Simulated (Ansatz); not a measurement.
Space group P6_3/mmc (No. 194). a = 5.882 Å, b = 5.882 Å, c = 5.091 Å, α = 90.00°, β = 90.00°, γ = 120.00°
```tsv
atom	site	symmetry	x	y	z
Sn	2d	-6m2	0.3333	0.6667	0.7500
Au	6h	mm2	0.1654	0.3309	0.2500
```

Equation of state of this SnAu3 structure (not necessarily the ground state), with shape and atoms relaxed at each volume where symmetry leaves them free. It has no gap at any of these volumes. Level of theory: Ansatz, DFT r2SCAN, scalar-relativistic, plane waves, PAW.

Plane waves to 500 eV, a k mesh through Γ of 6×6×8 on the computed 8-atom cell and Gaussian smearing (0.10 eV); no spin polarisation.

| V (Å³/atom) | E − E(largest V) (meV/atom) | P (GPa) |
| --- | --- | --- |
| 17.922 | 19.62 | 8.43 |
| 18.494 | -2.04 | 3.80 |
| 19.066 | -8.65 | 0.01 |
| 19.638 | -2.99 | -3.01 |
| 20.210 | 0.00 | -1.41 |

**Question.** Does one Birch–Murnaghan curve describe these points?

**Answer.** Not well: the fit leaves 0.78 meV/atom rms, which suggests a change of structure or state along the series.

Spin-orbit coupling is left out, which matters for the bands of heavy elements.

Cost: 5 runs of about 49 core-minutes in all, on Intel Xeon Processor @ 2.50GHz (Skylake/Cascade Lake) (shared hosts).